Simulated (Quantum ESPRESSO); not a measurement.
One change at a time to Ga2Hf2LiRe2Ti

All numbers below are calculated, not measured. They come from Quantum ESPRESSO 7.5, a public plane-wave density functional program. Each row is one single-point run on a made-up periodic cell of eight metal atoms, with elements, volume, strain and displacements drawn at random and not relaxed, so a cell may be unstable or far from any real phase. There is no spin polarisation or spin-orbit coupling.

Settings: PBE unless stated; PseudoDojo standard norm-conserving files; Fermi-Dirac width 0.25 eV, which means electrons at about 2900 K; cutoff 1143 eV; 5 x 5 x 4 k mesh shifted half a step off Gamma. E is the free energy of the whole cell (internal energy minus TS), so a -TS column is already part of it. Stress is positive in tension, and the pressure P is minus a third of its trace.

Checks: one run of this series was repeated at a higher cutoff and on a denser mesh, which moved values by no more than 0.002 eV, 0.02 GPa and 0.003 eV/Å, and a second program with other atomic files agreed on it to 2 % rms in force and 0.5 GPa in pressure. Known limits: heavy elements are run without spin-orbit coupling, which real alloys of them have; a spin test at this wide smearing found no moment, but such smearing suppresses magnetism that the real alloy may have.

The lattice is hexagonal close-packed, and the cell vectors in Å are (4.651, -2.682, 0.048); (-3.128, 0.041, -4.804); (3.001, 5.191, 0.035), a volume of 153.60 Å³ in run 1. The elements on sites 1 to 8 are Re Ga Ga Ti Hf Li Hf Re. Each later run makes one change to run 1 and keeps the rest. E is counted from run 1, and is n/a where other atomic files have another zero of energy.

```
run,change,V (Å³),P (GPa),-TS (eV),rms force (eV/Å),largest change of a force component (eV/Å),E (eV)
1,none,153.60,-11.88,-1.620,0.659,0.000,0.000
2,sites 5 and 6 exchanged,153.60,-12.45,-1.646,0.567,0.944,-0.233
3,all lengths scaled by -1.83 %,145.32,-6.99,-1.522,0.774,0.319,?
4,PBEsol in place of PBE,153.60,-15.84,-1.625,0.626,0.147,n/a
5,Zr on site 6,153.60,-7.49,-1.764,0.740,0.895,n/a
6,site 7 moved by +0.10 Å along y,153.60,-11.37,-1.629,0.696,0.420,0.069
```

## Worked estimate

Along a uniform scaling dE = -P dV. The mean of the two pressures is -9.435 GPa and the volume changes by -8.28 Å³, with 160.2 GPa to one eV/Å³. The same two rows give -V dP/dV = 88 GPa for this cell with clamped atoms, which is not the bulk modulus of a real alloy.

## Withheld value

Question: what E should run 3 give?

The estimate is -0.488 eV. The calculation gave -0.494 eV. The mean of two end points misses the curvature of P, and the finite cutoff adds a little.
